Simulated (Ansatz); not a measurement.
Na₂CrO₄:
```xyz
14
Lattice="2.9201 -4.5754 0.0000 2.9201 4.5754 0.0000 0.0000 0.0000 7.0853" Properties=species:S:1:pos:R:3 pbc="T T T"
Na     2.9201     2.8712     1.7713
Na     2.9201    -2.8712     5.3140
Na     2.9201     0.0000     0.0000
Na     2.9201     0.0000     3.5426
Cr     2.9201    -3.2419     1.7713
Cr     2.9201     3.2419     5.3140
O      2.9201     2.2933     3.9887
O      2.9201    -2.2933     3.0966
O      2.9201    -2.2933     0.4460
O      2.9201     2.2933     6.6393
O      1.3410     0.3700     1.7713
O      4.4993    -0.3700     5.3140
O      1.3410    -0.3700     5.3140
O      4.4993     0.3700     1.7713
```

Relaxed with r²SCAN. Independent-particle spectrum: no excitons, no local fields, no scissors shift; 0.1 eV broadening; ε₁ of the summed bands alone.

Q: Tabulate the dielectric function from the program Ansatz at the r²SCAN level (PAW).

A: 

```
E (eV)  ε₁ xx  ε₂ xx  ε₁ yy  ε₂ yy  ε₁ zz  ε₂ zz
------  -----  -----  -----  -----  -----  -----
0.0      3.78   0.00   3.86   0.00   3.81   0.00
0.3      3.79   0.00   3.87   0.00   3.82   0.00
0.6      3.81   0.00   3.89   0.00   3.85   0.00
0.9      3.86   0.00   3.94   0.00   3.90   0.00
1.2      3.92   0.00   4.01   0.00   3.96   0.00
1.5      4.02   0.00   4.11   0.00   4.06   0.00
1.8      4.15   0.00   4.25   0.00   4.19   0.00
2.1      4.33   0.00   4.45   0.00   4.37   0.00
2.4      4.59   0.00   4.74   0.00   4.64   0.00
2.7      4.99   0.00   5.21   0.00   5.05   0.00
3.0      5.73   0.00   6.33   0.04   5.78   0.00
3.3      8.05   0.81   7.69   2.48   7.94   0.28
3.6      7.44   5.18   6.08   6.23   9.18   7.65
3.9      1.91   7.54   1.44   3.88  -0.32   6.75
4.2      0.47   0.93   0.96   1.43   1.36   0.53
4.5      3.86   0.95   4.19   0.61   4.03   1.27
4.8      4.79   3.04   4.98   3.12   3.53   2.77
5.1      3.60   2.54   4.38   2.87   4.13   2.23
5.4      3.21   3.61   5.17   3.50   4.03   4.42
5.7      1.51   4.28   0.60   6.90   1.07   5.25
6.0      3.04   0.37   1.46   0.33   1.77   0.14
6.3      5.38   3.80   4.88   2.87   4.69   1.74
6.6      3.60   7.04   3.51   5.00   3.21   4.55
6.9      1.06   3.94   2.68   4.86   3.31   4.23
7.2      0.45   6.71   3.62   6.02   2.66   4.54
7.5     -0.98   4.61  -5.14   6.62  -1.99   8.55
7.8     -1.86   1.62  -2.07   0.49  -2.68   1.63
8.1      1.02   1.21   1.03   0.94   0.38   1.04
8.4      0.72   3.73   1.47   2.57   0.91   2.90
8.7     -1.13   2.44  -0.32   3.02   0.04   2.98
9.0     -1.01   1.85  -1.21   2.37  -0.94   2.39
9.3     -0.93   0.73  -0.95   0.89  -1.27   1.21
9.6     -0.02   0.51   0.04   0.68  -0.17   0.70
9.9      0.36   0.54   0.39   0.70   0.29   0.71
10.2     0.58   0.59   0.64   0.79   0.51   0.80
10.5     0.76   0.68   0.82   0.90   0.69   0.88
10.8     0.85   0.71   0.85   1.06   0.74   0.99
11.1     0.99   0.78   0.79   1.16   0.75   1.01
11.4     1.02   0.86   0.79   1.01   0.76   1.03
11.7     1.04   0.97   0.79   1.12   0.77   1.03
12.0     1.00   0.95   0.68   1.05   0.71   1.08
```

Q: From ε at 4.1 eV (xx: -0.69 + 3.02i), find n, k, the normal reflectivity and the absorption coefficient.

A: n = 1.10, k = 1.376, R = 30 %, α = 2kE/ħc = 570000 cm⁻¹.

With all bands, ε∞ without local fields is 3.96 (xx), 4.04 (yy), 4.00 (zz).

Space group Cmcm. The first step of the workflow began from a Materials Project structure, measured or hypothetical; the Crystallography Open Database files this formula in space group No. 63, but the cells were not matched. Its standing as an ambient phase is unchecked. The r²SCAN relaxation kept the symmetry of its start; its stability against distortions is not shown here. The run is not spin-polarised. No Hubbard U is applied.

Potentials: the later of the program's two PAW sets.
